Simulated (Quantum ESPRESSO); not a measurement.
## HfTa4MoInAl (input and log of a self-consistent run)

Computed values, not a measurement. The program is pw.x of Quantum ESPRESSO 7.5 (plane-wave density functional theory). The cell is made up: eight metal atoms on a face-centred cubic lattice, with elements, volume, strain and displacements drawn at random and not relaxed, so it may be unstable or far from any real phase. PseudoDojo standard norm-conserving files set the functional (PBE unless stated); there is no spin polarisation or spin-orbit coupling, the Fermi-Dirac width of 0.25 eV means electrons at about 2900 K, and the masses in the input are unused placeholders. Heavy elements are run without spin-orbit coupling, which real alloys of them have. A spin test at this wide smearing found no moment, but such smearing suppresses magnetism that the real alloy may have.

Input:

```
&control calculation='scf', pseudo_dir='./dojo.nc.sr.pbe.v0_5.standard.upf', outdir='./o', disk_io='minimal', tprnfor=.true., tstress=.true. /
&system ibrav=0, nat=8, ntyp=5, nbnd=63, ecutwfc=79.96652505, nosym=.true., tot_charge=0,
 occupations='smearing', smearing='fd', degauss=0.0183746611
/
&electrons conv_thr=1.470e-08, electron_maxstep=70, mixing_beta=0.5 /
ATOMIC_SPECIES
Al 1.0 Al.upf
Hf 1.0 Hf.upf
In 1.0 In.upf
Mo 1.0 Mo.upf
Ta 1.0 Ta.upf
CELL_PARAMETERS angstrom
0.001 2.1868 2.1737
-0.0449 4.3476 -4.3215
-8.6347 -2.1308 2.1139
ATOMIC_POSITIONS angstrom
Hf 0.0 0.0188 0.0526
Ta -4.343 0.0301 -0.0177
Ta 0.0424 2.196 -2.1476
Mo -4.3181 2.2043 -2.0951
In -6.4572 0.065 2.0648
Ta -2.2369 2.2159 0.0492
Al -6.4544 2.2037 0.0567
Ta -2.2138 4.2921 -2.1555
K_POINTS automatic
8 4 3 1 1 1
```

The log is shortened where brackets say so; the opening notice, blank lines, dates and the lines on written files are dropped, and the path of the files is cut. It prints rydbergs, bohrs and kilobars, and counts compression as positive stress. Its total energy is the free energy E - TS of the whole cell.

```
     Program PWSCF v.7.5
     Parallel version (MPI & OpenMP), running on       4 processor cores
     Number of MPI processes:                 4
     Threads/MPI process:                     1
     [start-up lines left out]
     bravais-lattice index     =            0
     lattice parameter (alat)  =       5.8267  a.u.
     unit-cell volume          =    1104.1410 (a.u.)^3
     number of atoms/cell      =            8
     number of atomic types    =            5
     number of electrons       =        94.00
     number of Kohn-Sham states=           63
     kinetic-energy cutoff     =      79.9665  Ry
     charge density cutoff     =     319.8661  Ry
     scf convergence threshold =      1.5E-08
     mixing beta               =       0.5000
     number of iterations used =            8  plain     mixing
     Exchange-correlation= PBE
                           (   1   4   3   4   0   0   0)
     [axes and pseudopotential details left out]
   Cartesian axes
     site n.     atom                  positions (alat units)
         1        Hf     tau(   1) = (   0.0000000   0.0060973   0.0170593  )
         2        Ta     tau(   2) = (  -1.4085315   0.0097621  -0.0057405  )
         3        Ta     tau(   3) = (   0.0137513   0.7122116  -0.6965144  )
         4        Mo     tau(   4) = (  -1.4004558   0.7149035  -0.6794875  )
         5        In     tau(   5) = (  -2.0942135   0.0210809   0.6696606  )
         6        Ta     tau(   6) = (  -0.7254764   0.7186656   0.0159567  )
         7        Al     tau(   7) = (  -2.0933054   0.7147089   0.0183891  )
         8        Ta     tau(   8) = (  -0.7179846   1.3920235  -0.6990766  )
     number of k points=    48  Fermi-Dirac smearing, width (Ry)=  0.0184
                       cart. coord. in units 2pi/alat
        k(    1) = (  -0.0811845   0.0879869   0.0001753), wk =   0.0416667
        k(    2) = (   0.1562700   0.0891587  -0.0011129), wk =   0.0416667
     [further k points left out]
     Dense  grid:   106667 G-vectors     FFT dimensions: (  36,  72, 100)
     Estimated max dynamical RAM per process >     354.76 MB
     Estimated total dynamical RAM >       1.31 GB
     Initial potential from superposition of free atoms
     starting charge      93.9867, renormalised to      94.0000
     Starting wfcs are   73 randomized atomic wfcs
     total cpu time spent up to now is        7.1 secs
     per-process dynamical memory:   274.3 Mb
     Self-consistent Calculation
     iteration #  1     ecut=    79.97 Ry     beta= 0.50
     Davidson diagonalization with overlap
     ethr =  1.00E-02,  avg # of iterations =  2.4
     total cpu time spent up to now is       21.6 secs
     total energy              =    -910.68556621 Ry
     estimated scf accuracy    <       1.67889402 Ry
     iteration #  2     ecut=    79.97 Ry     beta= 0.50
     Davidson diagonalization with overlap
     ethr =  1.79E-03,  avg # of iterations =  4.7
     total cpu time spent up to now is       39.5 secs
     total energy              =    -909.31273180 Ry
     estimated scf accuracy    <      44.61805717 Ry
     iteration #  3     ecut=    79.97 Ry     beta= 0.50
     Davidson diagonalization with overlap
     ethr =  1.79E-03,  avg # of iterations =  4.5
     total cpu time spent up to now is       55.1 secs
     total energy              =    -911.37719048 Ry
     estimated scf accuracy    <       4.12662182 Ry
     iteration #  4     ecut=    79.97 Ry     beta= 0.50
     Davidson diagonalization with overlap
     ethr =  1.79E-03,  avg # of iterations =  1.9
     total cpu time spent up to now is       67.9 secs
     total energy              =    -911.63442330 Ry
     estimated scf accuracy    <       0.12682331 Ry
     iteration #  5     ecut=    79.97 Ry     beta= 0.50
     Davidson diagonalization with overlap
     ethr =  1.35E-04,  avg # of iterations =  7.5
     total cpu time spent up to now is       86.0 secs
     total energy              =    -911.63252380 Ry
     estimated scf accuracy    <       0.59622271 Ry
     [iterations 6 to 13 left out]
     iteration # 14     ecut=    79.97 Ry     beta= 0.50
     Davidson diagonalization with overlap
     ethr =  1.46E-09,  avg # of iterations =  2.1
     total cpu time spent up to now is      215.7 secs
     total energy              =    -911.66966252 Ry
     estimated scf accuracy    <       0.00000272 Ry
     iteration # 15     ecut=    79.97 Ry     beta= 0.50
     Davidson diagonalization with overlap
     ethr =  1.46E-09,  avg # of iterations =  1.0
     total cpu time spent up to now is      227.1 secs
     total energy              =    -911.66966266 Ry
     estimated scf accuracy    <       0.00000005 Ry
     iteration # 16     ecut=    79.97 Ry     beta= 0.50
     Davidson diagonalization with overlap
     ethr =  5.14E-11,  avg # of iterations =  3.6
     total cpu time spent up to now is      241.1 secs
     total energy              =    -911.66966266 Ry
     estimated scf accuracy    <       0.00000004 Ry
     iteration # 17     ecut=    79.97 Ry     beta= 0.50
     Davidson diagonalization with overlap
     ethr =  4.70E-11,  avg # of iterations =  2.0
     total cpu time spent up to now is      253.7 secs
     total energy              =    -911.66966267 Ry
     estimated scf accuracy    <       0.00000002 Ry
     iteration # 18     ecut=    79.97 Ry     beta= 0.50
     Davidson diagonalization with overlap
     ethr =  1.87E-11,  avg # of iterations =  2.0
     total cpu time spent up to now is      266.3 secs
     End of self-consistent calculation
     [lines on levels left out]
!    total energy              =    -911.66966267 Ry
     estimated scf accuracy    <          4.5E-09 Ry
     smearing contrib. (-TS)   =      -0.13941665 Ry
     internal energy E=F+TS    =    -911.53024601 Ry
     The total energy is F=E-TS. E is the sum of the following terms:
     one-electron contribution =    -228.36629033 Ry
     hartree contribution      =     155.08228631 Ry
     xc contribution           =    -209.07443178 Ry
     ewald contribution        =    -629.17181021 Ry
     convergence has been achieved in  18 iterations
     Forces acting on atoms (cartesian axes, Ry/au):
     atom    1 type  2   force =    -0.00464306   -0.01053348    0.00274474
     atom    2 type  5   force =     0.02093978    0.00775264   -0.01238394
     atom    3 type  5   force =    -0.03198377    0.00582717   -0.00970191
     atom    4 type  4   force =    -0.00925149   -0.00004952    0.00509506
     atom    5 type  3   force =     0.01756305   -0.01252411    0.02497008
     atom    6 type  5   force =     0.00732684    0.00692690   -0.00465052
     atom    7 type  1   force =     0.01346055    0.00821240   -0.01204407
     atom    8 type  5   force =    -0.01341191   -0.00561199    0.00597055
     Total force =     0.062509     Total SCF correction =     0.000264
     Computing stress (Cartesian axis) and pressure
          total   stress  (Ry/bohr**3)                   (kbar)     P=     -107.48
  -0.00049175   0.00001887  -0.00003675          -72.34        2.78       -5.41
   0.00001887  -0.00085858   0.00002386            2.78     -126.30        3.51
  -0.00003675   0.00002386  -0.00084165           -5.41        3.51     -123.81
     init_run     :      6.49s CPU      6.74s WALL (       1 calls)
     electrons    :    258.37s CPU    259.20s WALL (       1 calls)
     forces       :      2.56s CPU      2.58s WALL (       1 calls)
     stress       :      9.04s CPU      9.27s WALL (       1 calls)
     [timing details left out]
     PWSCF        :   4m36.92s CPU   4m38.28s WALL
     JOB DONE.
```

In other units: free energy -12403.898 eV for the cell, pressure -10.75 GPa, largest force component 0.822 eV/Å in size. The run took 280 s of wall time with four MPI processes on a shared machine (Intel Xeon, older, virtual cores), so the time is rough. A rerun of this cell at a higher cutoff and on a denser mesh moved values by no more than 0.002 eV in energy, 0.03 GPa in stress and 0.011 eV/Å in force, and a second program with other atomic files agreed on that cell to 2 % rms in force and 0.5 GPa in pressure.